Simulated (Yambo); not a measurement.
A G0W0@LDA run in Yambo for Cs₂HfF₆ (space group P-3m1, No. 164) (3×3×2 Γ-centred k mesh, bands 2 to 193 and a 6 Ry block in the screening, 193 bands in G with the Bruneval-Gonze terminator, plasmon pole fitted at 27.2 eV) gives these matrix elements, in eV, at the band edges (Γ → Γ):

| state | E0 | <Vxc> | <Σx> | <Σc(E0)> | Z |
|---|---|---|---|---|---|
| valence edge | 0.000 | -21.999 | -29.747 | 4.984 | 0.804 |
| conduction edge | 7.245 | -9.725 | -4.844 | -3.111 | 0.885 |

Problem. Solve the linearised quasiparticle equation for both states, give the gap, and say how exchange and correlation each act on it.

Solution. E = E0 + Z(Σx + Σc − Vxc). Valence: 0.000 + 0.804 × (-29.747 + (4.984) − (-21.999)) = -2.22 eV. Conduction: 7.245 + 0.885 × (-4.844 + (-3.111) − (-9.725)) = 8.81 eV. The gap is 11.04 eV, against 7.25 eV in LDA. Replacing Vxc by bare exchange alone would open it by 12.63 eV; correlation takes back 8.10 eV of that, and Z scales what is left. Nearest settings tried, and what they do to the gap: 3 Ry block (131 vectors against 295): +249 meV. Not varied: bands in G, bands in W, mesh. So the settings aren't converged at that level. Spin-orbit coupling is left out, which matters for elements this heavy: edges can move by tenths of an eV.

Geometry of the Materials Project entry, not relaxed at this level; primitive cell a = 6.361 Å, b = 6.361 Å, c = 4.970 Å, α = 90.00°, β = 90.00°, γ = 120.00°.
